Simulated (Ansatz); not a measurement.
This run works on a generated trial structure, not on a known crystal.

Input and command of a plane-wave DFT calculation in Ansatz:

```yaml
crystal:
  lattice:
    - [3.8673721823, 2.2328283705, 3.6310619358]
    - [-3.8673721823, 2.2328283705, 3.6310619358]
    - [0.0, -4.465656741, 3.6310619358]
  atoms:
    - { symbol: Na, position: [0.7141525383, 0.2858474617, 0.5] }
    - { symbol: Na, position: [0.2858474617, 0.5, 0.7141525383] }
    - { symbol: Na, position: [0.5, 0.7141525383, 0.2858474617] }
    - { symbol: La, position: [0.1793095835, 0.1793095835, 0.1793095835] }
    - { symbol: La, position: [0.8206904165, 0.8206904165, 0.8206904165] }
    - { symbol: P, position: [0.6915553033, 0.3084446967, 0.0] }
    - { symbol: P, position: [0.3084446967, 0.0, 0.6915553033] }
    - { symbol: P, position: [0.0, 0.6915553033, 0.3084446967] }
basis:
  ecutwfc: 420
kpoints:
  mp_grid: { grid: [6, 6, 6] }
hamiltonian:
  xc: pbe
scf:
  occupations: { method: gaussian, width: 0.1 }
output:
  forces: true
  stress: true
  eigenvalues: true
  write_density: true
  write_potential: true
  elf: true
  volumetric_format: npy
relax:
  adjacent_minimum: "off"
  f_tol: 0.01
  max_steps: 80
  cell: { stress_tol: 0.05 }
```

```bash
ansatz run input.yaml --threads 1 --pin off --max-ram 2560MiB --backend cpu --events-out ev --progress --plain --runs-dir out
```

Processor: AMD EPYC 7B13 (Zen 3), 1 thread, on a host shared with other jobs.

**Question.** Estimate time, memory and problem size.

**Answer.** About 93 s, peak memory 0.54 GiB. It solves 40 bands at 32 k points (after reduction by symmetry) with about 3703 plane waves (on the last cell), in 26 SCF iterations over 4 ionic steps.
